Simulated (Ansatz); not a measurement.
Data:

AlN:
```cif
data_Al4N4
_chemical_formula_sum 'Al4 N4'
_space_group_name_H-M_alt 'P42/mnm'
_space_group_IT_number 136
_space_group_name_Hall '-P 4n 2n'
_cell_length_a 5.32952
_cell_length_b 5.32952
_cell_length_c 3.12193
_cell_angle_alpha 90.000
_cell_angle_beta 90.000
_cell_angle_gamma 90.000
loop_
_atom_site_label
_atom_site_type_symbol
_atom_site_symmetry_multiplicity
_atom_site_Wyckoff_symbol
_atom_site_fract_x
_atom_site_fract_y
_atom_site_fract_z
_atom_site_occupancy
Al1 Al 4 g 0.17697 0.17697 0.50000 1
N1 N 4 f 0.31542 0.31542 0.00000 1
```

This is the PBE-relaxed structure.

Task: All from PBE (plane waves, PAW; program Ansatz), unless another level is named. Estimate the electron effective mass.

Result: 0.31, 0.31, 0.34 mₑ (principal values).

Task: What about the band gap?

Result: 3.73 eV (smallest direct gap 3.74 eV).

Task: Next, the hole effective mass?

Result: 0.47, 1.6, 3.8 mₑ (principal values).

Task: Predict the valence-band maximum.

Result: on the M–Γ line, 88 % of the way from M.

Space group P4_2/mnm. The start of the workflow was typed in or built on a structure type; neither database checked (COD, Materials Project) lists it. It is not the phase usual at ambient conditions (space group No. 186, 216). The cell was relaxed with PBE under the symmetry of its start; whether a distortion lowers the energy is not shown.

Potentials: the later of the program's two PAW sets.
